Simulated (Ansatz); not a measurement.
ZnS (wurtzite)

```yaml
crystal:
  lattice:
    - [3.84514, 0.00000, 0.00000]
    - [-1.92257, 3.32999, 0.00000]
    - [0.00000, 0.00000, 6.30573]
  atoms:
    - { symbol: Zn, position: [0.66667, 0.33333, 0.99985] }
    - { symbol: Zn, position: [0.33333, 0.66667, 0.49985] }
    - { symbol: S, position: [0.66667, 0.33333, 0.62535] }
    - { symbol: S, position: [0.33333, 0.66667, 0.12535] }
```

Two coordinates are scanned: the volume, and the ratio of the stretch along z (the conventional c axis) to the stretch across it. Atoms keep their fractional coordinates.

All values below come from PBE (plane waves to 420 eV, PAW, scalar-relativistic; Ansatz, an electronic-structure program). k mesh 10×10×5 (Γ-centred), Fermi-Dirac smearing 0.05 eV. Compression counts positive. As the atoms are clamped, bonds stretch with the cell, which overstates energies and stresses. The PAW data are Ansatz's earlier set. ZnS was relaxed with its symmetry unable to fall. 

Give the computed σzz (GPa) at all points of the grid V/V₀ = 0.960, 0.980, 1.000, 1.020, 1.040 by (c/a)/(c/a)₀ = 0.920, 0.960, 1.000, 1.040, 1.080.

σzz (GPa), with V/V₀ across and (c/a)/(c/a)₀ down:

| (c/a)/(c/a)₀ \ V/V₀ | 0.960 | 0.980 | 1.000 | 1.020 | 1.040 |
|---|---|---|---|---|---|
| 0.920 | 13.7 | 11.3 | 9.1 | 7.2 | 5.4 |
| 0.960 | 7.8 | 5.8 | 4.0 | 2.4 | 0.9 |
| 1.000 | 3.1 | 1.5 | 0.0 | -1.3 | -2.5 |
| 1.040 | -0.5 | -1.9 | -3.1 | -4.2 | -5.2 |
| 1.080 | -3.2 | -4.4 | -5.4 | -6.3 | -7.1 |

(A scan under strain: stresses follow from slopes of the energy per volume, elastic moduli from its curvatures.)
